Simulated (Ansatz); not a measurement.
# Ansatz run, Mo3Se4

Input file of Ansatz 0.2.0:

```yaml
crystal:
  lattice:
    - [4.847781, 2.798864, 3.795612]
    - [-4.847781, 2.798864, 3.795612]
    - [0.0, -5.597737, 3.795612]
  atoms:
    - { symbol: Mo, position: [0.223, 0.4129, 0.5461] }
    - { symbol: Mo, position: [0.5461, 0.223, 0.4129] }
    - { symbol: Mo, position: [0.4129, 0.5461, 0.223] }
    - { symbol: Mo, position: [0.777, 0.5871, 0.4539] }
    - { symbol: Mo, position: [0.4539, 0.777, 0.5871] }
    - { symbol: Mo, position: [0.5871, 0.4539, 0.777] }
    - { symbol: Se, position: [0.3792, 0.1274, 0.7447] }
    - { symbol: Se, position: [0.7447, 0.3792, 0.1274] }
    - { symbol: Se, position: [0.1274, 0.7447, 0.3792] }
    - { symbol: Se, position: [0.6208, 0.8726, 0.2553] }
    - { symbol: Se, position: [0.2553, 0.6208, 0.8726] }
    - { symbol: Se, position: [0.8726, 0.2553, 0.6208] }
    - { symbol: Se, position: [0.2137, 0.2137, 0.2137] }
    - { symbol: Se, position: [0.7863, 0.7863, 0.7863] }
  symmetry: { tolerance: 0.0003 }
kpoints:
  mp_grid: { grid: [4, 4, 4], shift: [0, 0, 0] }
  band_path:
    path:
      - [0.0, 0.0, 0.0]
      - [0.5, 0.0, 0.0]
      - [0.5, -0.5, 0.5]
      - [0.47317885, -0.52682115, 0.47317885]
      - [0.47317885, 0.47317885, 0.47317885]
      - [0.0, 0.0, 0.0]
      - [0.5, -0.5, 0.0]
    npoints: 11
magnetization:
  spin_polarized: false
scf:
  occupations: { method: gaussian, width: 0.0104 }
  lower_state_search: "off"
  max_iter: 200
hamiltonian:
  pseudopotentials: { kind: paw }
  xc: r2scan
basis:
  ecutwfc: 500
  fft_grid_basis: typed
output:
  forces: true
  stress: true
  eigenvalues: true
  bader: true
  populations: true
  elf: true
  write_potential: true
  volumetric_format: npy
  dos:
    e_range: [-12, 8]
    de: 0.05
    projected: { site_lists: { Mo: [Mo], Se: [Se] } }
  write_density: true
checkpoint:
  read: saved_state
```

Command:

```sh
ansatz run input.yaml --threads 1 --pin off --max-ram 2560MiB --backend cpu --events-out ev --progress --plain --runs-dir out
```

The saved state is an earlier solution for the same cell, perhaps on another mesh. 

Excerpt of what it printed:

```
SCF iter   1: F=-73638.7344 eV  Δρ=1.74e-3  dr2=6.92e-3  dr2_τ=2.78e-3
SCF iter   2: F=-73638.7345 eV  Δρ=7.99e-4  dr2=4.63e-3  dr2_τ=1.89e-4
SCF iter   3: F=-73638.7372 eV  Δρ=3.14e-4  dr2=3.30e-4  dr2_τ=2.26e-5
SCF iter   4: F=-73638.7373 eV  Δρ=1.22e-4  dr2=8.34e-5  dr2_τ=4.73e-6
SCF iter   5: F=-73638.7364 eV  Δρ=3.82e-5  dr2=4.74e-6  dr2_τ=5.26e-7
SCF iter   6: F=-73638.7364 eV  Δρ=7.57e-6  dr2=2.61e-7  dr2_τ=2.52e-8
SCF iter   7: F=-73638.7364 eV  Δρ=2.44e-6  dr2=2.09e-8  dr2_τ=2.58e-9
Free energy (F): -73638.7364 eV
Harris-Foulkes:  -73638.7364 eV  (|F-HF|=3.49e-10)
Internal energy: -73638.7358 eV  (E = F + TS)
E sigma→0 (E₀):  -73638.7361 eV
Entropy (-TS):   -0.0007 eV (-0.048 meV/atom)
Fermi energy:    10.9113 eV
--- Forces (eV/Å), atoms counted from 1 ---
  atom   1  Mo     0.4550     0.6762     0.3173
  atom   2  Mo    -0.8131     0.0559     0.3173
  atom   3  Mo     0.3581    -0.7321     0.3173
  atom   4  Mo    -0.4550    -0.6762    -0.3173
  atom   5  Mo     0.8131    -0.0559    -0.3173
  atom   6  Mo    -0.3581     0.7321    -0.3173
  atom   7  Se    -0.0022     0.5126     0.1040
  atom   8  Se    -0.4428    -0.2582     0.1040
  atom   9  Se     0.4450    -0.2544     0.1040
  atom  10  Se     0.0022    -0.5126    -0.1040
  atom  11  Se     0.4428     0.2582    -0.1040
  atom  12  Se    -0.4450     0.2544    -0.1040
  atom  13  Se     0.0000     0.0000     0.8209
  atom  14  Se     0.0000     0.0000    -0.8209
--- Stress (GPa, compression-positive) ---
       -4.7920       0.0000       0.0000
        0.0000      -4.7920       0.0000
        0.0000       0.0000      -5.0172
  P = ⅓ Tr σ = -4.8671 GPa (-48.671 kbar)
--- Löwdin populations: 14 sites ---
  site symbol       q [e]
     0     Mo     13.6682
     1     Mo     13.6682
     2     Mo     13.6682
     3     Mo     13.6682
     4     Mo     13.6682
     5     Mo     13.6682
     6     Se     16.1384
     7     Se     16.1384
     8     Se     16.1384
     9     Se     16.1384
    10     Se     16.1384
    11     Se     16.1384
    12     Se     16.1797
    13     Se     16.1797
  spilling = 0.0038 (of n_electrons = 212.0000)
--- Bader charges: 14 sites ---
  site symbol  charge [e]  shift [e]
     0     Mo      0.8744     0.0008
     1     Mo      0.8744     0.0008
     2     Mo      0.8744     0.0008
     3     Mo      0.8744     0.0008
     4     Mo      0.8744     0.0008
     5     Mo      0.8744     0.0008
     6     Se     -0.6805     0.0006
     7     Se     -0.6805     0.0006
     8     Se     -0.6805     0.0006
     9     Se     -0.6805     0.0006
    10     Se     -0.6805     0.0006
    11     Se     -0.6805     0.0006
    12     Se     -0.5818     0.0005
    13     Se     -0.5818     0.0005
```

Origin: a database entry at a rescaled volume. Caveats: many states at the Fermi level without spin polarisation, so a magnetic state may lie lower.

(1) How long did it run, and on what?

Results:

(1) Cost: 4.7 min on 1 thread of Intel(R) Xeon(R) Platinum 8488C (Sapphire Rapids), on a shared host, peak memory 2.2 GiB (start from a saved density).
